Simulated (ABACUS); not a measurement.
ABACUS run on In₂GaAs₃ (I-4m2, 6 atoms in the cell; from Materials Project mp-1223859, changed as shown): self-consistent single point.

Level of theory: LDA (PW92), numerical atomic orbitals DZP (confined pseudo-atomic orbitals with Gaussian additions; energy shift 0.01 Ry), PseudoDojo 0.4 standard norm-conserving LDA (tails mended) pseudopotentials (ABACUS).

The change in words: volume scaled by 1.02. Reference geometry (I-4m2):
```
CELL_PARAMETERS angstrom
     -2.10744     2.10744     8.92145
      2.10744    -2.10744     8.92145
      2.10744     2.10744    -8.92145
ATOMIC_POSITIONS crystal
  In 0.33676 0.33676 0.00000
  In 0.66324 0.66324 0.00000
  Ga 0.00000 0.00000 0.00000
  As 0.25000 0.75000 0.50000
  As 0.57547 0.07547 0.50000
  As 0.92453 0.42453 0.50000
```

Reference input (self-consistent single point, DFT, LDA (PW92), numerical atomic orbitals DZP (confined pseudo-atomic orbitals with Gaussian additions; energy shift 0.01 Ry), PseudoDojo 0.4 standard norm-conserving LDA (tails mended) pseudopotentials): basis = DZP numerical atomic orbitals, energy shift 0.01 Ry; KPT = Gamma 8 8 8 0 0 0; basis_type = lcao; dft_functional = PWLDA; ecutwfc = 100 Ry; smearing_method = gaussian; smearing_sigma = 0.00999582 Ry; potentials = PseudoDojo 0.4 standard norm-conserving LDA (tails mended); symmetry = 1; ks_solver = scalapack_gvx; scf_nmax = 100; scf_thr = 1.0e-07. This run's input differs from it in these lines:

```diff
@@ -36,5 +36,5 @@
 LATTICE_VECTORS
-  -2.1074400000    2.1074400000    8.9214460000
-   2.1074400000   -2.1074400000    8.9214460000
-   2.1074400000    2.1074400000   -8.9214460000
+  -2.1213980000    2.1213980000    8.9805330000
+   2.1213980000   -2.1213980000    8.9805330000
+   2.1213980000    2.1213980000   -8.9805330000
```

Output (repeated stretches shortened):

```
 SELF-CONSISTENT
 -------------------------------------------

                  longest orb rcut (Bohr) = 8.2
   longest nonlocal projector rcut (Bohr) = 2.42
                     search radius (Bohr) = 21.2

                          real space grid = [ 120, 120, 120 ]
                                 init_chg = atomic

 LCAO ALGORITHM --------------- ION=   1  ELEC=   1--------------------------------

 Density error is 0.0405010024805
 E_KohnSham     -1053.5731255880     -14334.5977676664
 E_Fermi        0.5245028855         7.1362278601

 LCAO ALGORITHM --------------- ION=   1  ELEC=   2--------------------------------

   [... lines left out ...]

   [... 6 blocks of this kind left out ...]

 LCAO ALGORITHM --------------- ION=   1  ELEC=   9--------------------------------

 Density error is 1.15055179346e-07
 E_KohnSham     -1053.6056614333     -14335.0404405523
 E_Fermi        0.5602684768         7.6228436945

 LCAO ALGORITHM --------------- ION=   1  ELEC=  10--------------------------------

 Density error is 3.21304187145e-08
 E_KohnSham     -1053.6056614334     -14335.0404405529
 E_KS(sigma->0) -1053.6056352450     -14335.0400842418
 E_entropy(-TS) -0.0000523767        -0.0007126221
 E_Fermi        0.5602685233         7.6228443274
 charge density convergence is achieved
 final etot is -14335.040441 eV
 EFERMI = 7.6228443274 eV

 STATE ENERGY(eV) AND OCCUPATIONS    NSPIN == 1
   [... 49 lines left out ...]

 TOTAL-FORCE (eV/Angstrom)
                       In1         0.0000000000         0.0000000000         0.0489344851
                       In2         0.0000000000         0.0000000000        -0.0489344851
                       Ga1         0.0000000000         0.0000000000         0.0000000000
                       As1         0.0000000000         0.0000000000         0.0000000000
                       As2         0.0000000000         0.0000000000         0.0270650176
                       As3         0.0000000000         0.0000000000        -0.0270650176

 TOTAL-STRESS (KBAR)
       -29.8503674313        -0.0000000000         0.0000000000
        -0.0000000000       -29.8503674313        -0.0000000000
         0.0000000000         0.0000000000       -27.1022991654
 TOTAL-PRESSURE: -28.934345 KBAR

 --------------------------------------------
 !FINAL_ETOT_IS -14335.0404405528624920 eV
 --------------------------------------------
```

The run converged in 10 iterations. Against the reference run the free energy goes up by 7.8 meV/atom and the pressure goes from -1.80 to -2.89 GPa.

The atom-centred basis is finite, which shifts total energies and pressures against plane waves. The structure comes from a collection of computed structures, made at another level of theory; the collection holds predicted forms beside known ones. Its lattice was then scaled. No clean gap shows at this smearing width and mesh (spacing up to 0.26 Å⁻¹); the mesh is coarse for partly filled bands, so the values carry mesh errors. Semi-local functionals can close small gaps.

Cost on one core: roughly 3 core-minutes.

The atomic orbitals were generated for these runs; they are not ABACUS's published sets and were checked against plane waves on a few crystals only.

“Tails mended”: in these copies of the files the far tail of each local potential was reset to the Coulomb form.
